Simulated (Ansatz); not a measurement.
³³S NMR of the central transition in Bi2S3

Cell: a COD entry (listed for 1.0 GPa), ions relaxed with PBE at fixed cell.

Space group Pnma (No. 62); a = 11.1360, b = 3.9574, c = 11.0350 Å.

| site | Wyckoff | site symmetry | x | y | z |
| --- | --- | --- | --- | --- | --- |
| Bi1 | 4c | .m. | 0.0067 | 0.2500 | 0.6753 |
| Bi5 | 4c | .m. | 0.3338 | 0.2500 | 0.4686 |
| S9 | 4c | .m. | 0.0503 | 0.2500 | 0.1297 |
| S13 | 4c | .m. | 0.3771 | 0.2500 | 0.0566 |
| S17 | 4c | .m. | 0.2185 | 0.2500 | 0.8049 |

One atom of each set is listed.

All values are calculated (Ansatz; DFT, PBE, plane waves and PAW, with spin–orbit coupling, 420 eV cutoff, Γ-centred 3×7×3 k-points, Fermi–Dirac smearing 0.02 eV), not measured.

³³S has I = 3/2 and Q = -69.40 mb (Pyykkö 2018); at 18.8 T its Larmor frequency is ν₀ = 61.5 MHz. Only the quadrupole interaction is simulated: positions count from each site's isotropic chemical shift, and shift anisotropy, dipolar and J coupling are left out.

Simulated pattern of one S site (static powder, Gaussian broadening 10 kHz):

| offset (kHz) | height |
| --- | --- |
| -287.1 | 0 |
| -267.2 | 28 |
| -247.3 | 100 |
| -227.5 | 62 |
| -207.6 | 47 |
| -187.7 | 40 |
| -167.9 | 36 |
| -148.0 | 33 |
| -128.1 | 31 |
| -108.2 | 30 |
| -88.4 | 29 |
| -68.5 | 28 |
| -48.6 | 28 |
| -28.8 | 28 |
| -8.9 | 28 |
| 11.0 | 22 |
| 30.8 | 23 |
| 50.7 | 25 |
| 70.6 | 27 |
| 90.5 | 31 |
| 110.3 | 39 |
| 130.2 | 68 |
| 150.1 | 37 |
| 169.9 | 0 |

Task: Which |C_Q| and η does the pattern imply?

Result: The pattern spans 411 kHz before broadening and its centre of gravity is at -76.7 kHz, which fixes P_Q; the places of the horns and steps fix η. That gives P_Q = 13.7 MHz, |C_Q| = 13.7 MHz and η = 0.03, the values that the calculation gives site S13 (5 Bi at 2.70–3.22 Å). The other sites have |C_Q| = 7.08, 3.94 MHz. The sign of C_Q can't be read from the pattern.

Hardware: 2 threads of Arm Neoverse V1 (aarch64; 28 cores open to the job, memory cap 5.0 GiB, no GPU), a shared host with a load of 0.8 a core. Wall time 12 min, CPU time 24 min, peak memory 4.1 GiB.
